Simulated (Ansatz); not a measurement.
Which magnetic order does MnHg (P4/mmm) prefer in this cell?

```xyz
4
Lattice="0.0000 0.0000 3.3130 3.2880 0.0000 0.0000 0.0000 6.5760 0.0000" Properties=species:S:1:pos:R:3 pbc="T T T"
Mn    1.6440    1.6440    1.6565
Mn    1.6440    4.9320    1.6565
Hg    0.0000    0.0000    0.0000
Hg    0.0000    3.2880    0.0000
```

The geometry is a structure as deposited in COD, repeated to hold the magnetic orders, held fixed and not relaxed.

The runs share PBE, 11×11×6 k mesh, Fermi–Dirac smearing of 0.05 eV. PAW means Ansatz 0.2.0 on its default frozen-core files; LAPW is all-electron LAPW in Ansatz 0.2.0. Site moments are integrated in spheres about the atoms, whose radii differ between the methods. Start moments of the first PAW run (μB): Mn1 4, Mn2 4.

Energies count from the run that starts all moments parallel. Patterns list the atoms that start with 0.5 μB or more.

| start | ΔF PAW (meV/atom) | ΔF LAPW (meV/atom) | largest moment, PAW (μB) | M, PAW (μB/cell) | order at the end, PAW | P, PAW (GPa) |
| --- | --- | --- | --- | --- | --- | --- |
| Mn1↑, Mn2↑ | 0.0 | 0.0 | 3.86 | 7.80 | kept | 2.0 |
| Mn1↑, Mn2↓ | -22.0 | -21.9 | 3.85 | 0.00 | kept | 1.5 |
| no spin polarisation | +687.8 | – | 0.00 | 0.00 | – | -14.0 |

Map the PAW energies of the orders that kept their pattern on E = −Σ J s_i s_j over ordered pairs, with couplings only between Mn atoms 3.29–3.31 Å apart. What J follows?

Per Mn atom, ΔE = Σ J·(n_parallel state − n_order), where n is the mean of Σ s_i s_j over a shell: Mn1↑, Mn2↓ has ΔE = -44.0 meV and Δn = 4.0. This gives J(3.29–3.31 Å) = -11.01 meV, which fits exactly since there are as many orders as couplings. All other shells are lumped into these numbers, so they are effective couplings.

The lowest of these ends as follows. Site moments (μB): Mn1 3.85, Mn2 -3.85, Hg3 0.00, Hg4 0.00. Cell moment 0.00 μB. Orders of other supercells weren't tried and can lie lower.

The Ansatz runs typed with the search for lower states off end where their start leads. Spin–orbit coupling is left out although heavy atoms are present. None of this fixes the real material's magnetic order: only patterns that fit the cell were computed, at zero temperature, with a functional that can overstate moments.
